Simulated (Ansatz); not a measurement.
MgCu$_{2}$ (cubic Laves (MgCu2 type), Fd-3m) under volume change, DFT-LDA in the program Ansatz with PAW potentials, scaled uniformly.

```csv
V (Å³/atom),E − E(relaxed) (meV/atom),P (GPa)
12.135,47.2,13.77
12.536,___,___
12.936,4.7,3.84
13.336,0.0,0.00
13.736,4.2,-3.24
14.136,___,___
14.536,33.7,-8.29
```

Problem. What belongs in the gaps?

Solution. 
- 14.136, E − E(relaxed) (meV/atom): 15.8
- 14.136, P (GPa): -5.98
- 12.536, E − E(relaxed) (meV/atom): 19.7
- 12.536, P (GPa): 8.38

Problem. What does a third-order Birch–Murnaghan fit give for V₀, B₀ and B′?

Solution. V₀ = 13.34 Å³/atom, B₀ = 117 GPa, B′ = 4.6.

The workflow started from a Materials Project entry (that database holds measured and hypothetical structures alike); the Crystallography Open Database files this formula in space group No. 227, but the cells were not matched. Its standing as an ambient phase is unchecked. Symmetry was held in the LDA relaxation; of distortions, only those at the zone centre were tested. The run is not spin-polarised.

Potentials: the later of the program's two PAW sets.
